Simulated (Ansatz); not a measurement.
Relax this structure to zero stress and force, keeping its symmetry:

```cif
data_structure
_symmetry_space_group_name_H-M 'P 1'
_symmetry_Int_Tables_number 1
_cell_length_a 3.8366
_cell_length_b 3.8366
_cell_length_c 4.7595
_cell_angle_alpha 90.000
_cell_angle_beta 90.000
_cell_angle_gamma 90.000
_cell_volume 70.06
loop_
_atom_site_label
_atom_site_type_symbol
_atom_site_fract_x
_atom_site_fract_y
_atom_site_fract_z
_atom_site_occupancy
Sn1 Sn 0.50000 0.00000 0.24347 1
Sn2 Sn 0.00000 0.50000 0.75653 1
O1 O 0.00000 0.00000 0.00000 1
O2 O 0.50000 0.50000 0.00000 1
```

Theory: DFT LDA, scalar-relativistic, plane waves, PAW in Ansatz 0.2.0.

Plane waves to 420 eV, a k mesh through Γ of 12×12×10 on the computed 4-atom cell and Gaussian smearing (0.10 eV); no spin polarisation.

What does it relax to?

The volume goes down by 0.98 Å³/atom to 16.53 Å³/atom, and the energy falls by 13.8 meV/atom. Final structure:
```xyz
4
Lattice="3.7672 0.0000 0.0000 0.0000 3.7672 0.0000 0.0000 0.0000 4.6604" Properties=species:S:1:pos:R:3 pbc="T T T"
Sn    1.8836    0.0000    1.1444
Sn    0.0000    1.8836    3.5159
O     0.0000    0.0000    0.0000
O     1.8836    1.8836    0.0000
```

Course of the relaxation (steps run on the plane waves of an earlier cell, and the basis is chosen afresh near the end, so energy and pressure can step there; trial steps that raised the energy were taken back; energies are free energies):

| step | E − E_final (meV/atom) | largest force component (eV/Å) | P (GPa) | V (Å³/atom) |
| --- | --- | --- | --- | --- |
| 1 | 13.8 | 0.587 | -4.80 | 17.51 |
| 2 | -3.0 | 0.071 | 0.56 | 16.51 |
| 3 | -2.7 | 0.006 | -0.05 | 16.64 |
| 4 | -2.7 | 0.000 | 0.00 | 16.63 |
| 5 | 0.1 | 0.002 | -0.22 | 16.63 |
| 6 | -0.5 | 0.049 | -0.02 | 16.49 |
| 7 | -0.4 | 0.002 | 0.02 | 16.53 |
| 8 | 0.0 | 0.002 | 0.00 | 16.53 |

Cost: 1 run of about 1.7 core-minutes, on Intel Xeon Platinum 8488C (Sapphire Rapids) (shared hosts).